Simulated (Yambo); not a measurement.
Yambo run on ScF$_{3}$ (space group R32, No. 155, within 0.06 Å of Pm-3m). The wavefunctions come from this Quantum ESPRESSO step (PBEsol, PseudoDojo standard norm-conserving files, scalar-relativistic):

```
&CONTROL
  calculation = 'nscf'
  pseudo_dir = './pseudo'
  outdir = './out'
/
&SYSTEM
  ibrav = 0
  nat = 4
  ntyp = 2
  ecutwfc = 84.0
  ecutrho = 336.0
  occupations = 'fixed'
  force_symmorphic = .true.
  nbnd = 155
/
&ELECTRONS
  conv_thr = 4e-09
  diago_full_acc = .true.
  diago_thr_init = 1e-08
/
ATOMIC_SPECIES
F 18.9984 F.upf
Sc 44.9559 Sc.upf
CELL_PARAMETERS angstrom
  2.840754963050   1.640110642619   2.318443156000
 -2.840754963050   1.640110642619   2.318443156000
  0.000000000000  -3.280221285237   2.318443156000
ATOMIC_POSITIONS crystal
F   0.500000000000   0.001736035400   0.998263964600
F   0.998263964600   0.500000000000   0.001736035400
F   0.001736035400   0.998263964600   0.500000000000
Sc   0.000000000000   0.000000000000   0.000000000000
K_POINTS automatic
4 4 4 0 0 0
```

Yambo input:

```
rim_cut
gw0
dyson
el_el_corr
HF_and_locXC
ppa
em1d
RandQpts= 1000000
RandGvec= 1 Ry
EXXRLvcs= 84 Ry
VXCRLvcs= 336 Ry
Chimod= "HARTREE"
% BndsRnXp
 2 | 154 |
%
NGsBlkXp= 10 Ry
% LongDrXp
 1.0 | 1.0 | 1.0 |
%
PPAPntXp= 27.2114 eV
% GbndRnge
 1 | 154 |
%
GTermKind= "BG"
DysSolver= "n"
ExtendOut
% QPkrange
 1 | 1 | 16 | 17 |
 3 | 3 | 16 | 17 |
 7 | 7 | 16 | 17 |
 13 | 13 | 16 | 17 |
%
```

k points by index: 1 = Γ, 3 = L, 7 = F, 13 = Z.

Resulting energies as the program prints them:

```
#    K-point    Band    Eo [eV]    E [eV]    E-Eo [eV]    Vxc [eV]    Vnlxc [eV]    Sc|Eo [eV]    Sc|E [eV]    dSc/dw|Eo [eV]    Re(Z)    Im(Z)
#
    1    16    -0.540208    -2.840449    -2.300241    -22.51066    -30.23482    4.869312    5.423916    -6.559798    0.805750    -0.002509
    1    17    6.297673    9.086171    2.788498    -17.47713    -9.301307    -4.854464    -5.387325    -5.199660    0.839570    -0.987421E-3
    3    16    -0.544528    -2.868559    -2.324031    -22.32513    -30.15655    4.943867    5.507395    -6.597767    0.804851    -0.001205
    3    17    6.336943    9.149632    2.812689    -17.57879    -9.352401    -4.873833    -5.413704    -5.222759    0.838972    -0.989662E-3
    7    16    -0.004789    -2.315342    -2.310553    -22.76879    -30.67892    5.034940    5.599576    -6.649316    0.803626    -0.001139
    7    17    7.221418    10.14191    2.920496    -19.26692    -10.89332    -4.843837    -5.453108    -5.676519    0.827396    -0.001226
    13    16    0.000000    -2.304559    -2.304559    -22.78197    -30.69212    5.042383    5.605591    -6.649746    0.803616    -0.001140
    13    17    7.897960    10.94452    3.046562    -20.25377    -11.53271    -5.003864    -5.674497    -5.989411    0.819596    -0.001862
```
(The two width columns are left out.) Convergence of these settings isn't established.

Geometry relaxed with PBEsol.
